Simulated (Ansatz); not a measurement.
Na:
```
Na
1.0
    0.00000     3.74269     3.74269
    3.74269     0.00000     3.74269
    3.74269     3.74269     0.00000
Na
2
Direct
  0.00000   0.00000   0.00000
  0.25000   0.25000   0.25000
```

Relaxed with PBEsol. Special points in fractions of this cell's reciprocal vectors: Γ (0.000, 0.000, 0.000); X (0.500, 0.000, 0.500); U (0.625, 0.250, 0.625); K (0.375, 0.375, 0.750); L (0.500, 0.500, 0.500); W (0.500, 0.250, 0.750).

List the band energies nearest the Fermi level at these points for PBEsol (plane waves, PAW; program Ansatz).

In eV from the Fermi level; about four levels below and three above (degenerate sets whole), none deeper than 8.9 eV; points with the same levels are listed once.

```tsv
k	below	above
Γ	-2.62	4.68 4.68 4.68
X	–	0.04 0.04 2.43 2.43
U	–	0.12 0.37 0.71
L	-0.82 -0.35	3.94 3.94 4.66 4.66
W	–	0.46 0.46 1.02 1.02
```

Space group Fd-3m (diamond). The start of the workflow was typed in or built on a structure type; neither database checked (COD, Materials Project) lists it. It is not the phase usual at ambient conditions (space group No. 229). The cell was relaxed with PBEsol under the symmetry of its start. At this level the phase is mechanically unstable.

Potentials: the later of the program's two PAW sets.
